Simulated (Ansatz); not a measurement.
K (bcc, W type)

```
K
1.0
   -2.60616     2.60616     2.60616
    2.60616    -2.60616     2.60616
    2.60616     2.60616    -2.60616
K
1
Direct
  0.00000   0.00000   0.00000
```

The slice is a {211} plane (indices of the conventional cell) through the point (0.000, 0.000, 0.000) (fractional), spanned by u = [111] and v = [1 0 -1] in vectors of this cell: u (4.51 Å) and v (7.37 Å, at 90° to u). It covers one period; positions are fractions (u, v).

Calculation: PBEsol (plane waves to 420 eV, PAW, scalar-relativistic; Ansatz, a quantum-chemistry and plane-wave program). k mesh 13×13×13. These are valence fields of a PAW run, semicore shells included where kept as valence: close to a nucleus they are smooth pseudo fields. K was relaxed with its symmetry unable to fall.

**Question.** What is the valence density on the shortest K–K line in this plane (4.51 Å), at its midpoint?

**Answer.** 0.02 e/Å³.

**Question.** What is the ELF at the midpoint of the shortest K–K line in this plane (4.51 Å)?

**Answer.** 0.21.

**Question.** Sketch the valence electron density on this plane as a map.

**Answer.** 
```
|@@@@@@%%**==::..          ..::==**%%@@@@|
|@@@@%%##++--::              ::--++##%%@@|
|%%%%##**==::..              ..::==**##%%|
|****++==--..                  ..--==++**|
|====--::....                  ....::--==|
|::::....                          ....::|
|..                                      |
|                                        |
|                                        |
|                                        |
|                                        |
|                                        |
|                                        |
|                                        |
|                                        |
|                                        |
|                                        |
|                                        |
|                                        |
|                                        |
|                                        |
|                                        |
|                                        |
|                                        |
|..                                      |
|::::....                          ....::|
|====--::....                  ....::--==|
|****++==--..                  ..--==++**|
|%%%%##**==::..              ..::==**##%%|
|@@@@%%##++--::              ::--++##%%@@|
|@@@@@@%%**==::..          ..::==**%%@@@@|
|@@@@@@%%**==::..          ..::==**%%@@@@|
```
Scale: ten equal steps from -1.79 (start of ' ') to 0.63 (end of '@'), in the order ' .:-=+*#%@'. Values: log₁₀ of the valence density in e/Å³. The map has 20 points along u (two characters each, u = 0 at the left) and 32 along v (v = 0 in the bottom row). The scale is logarithmic, as a density can span decades between atoms and voids.
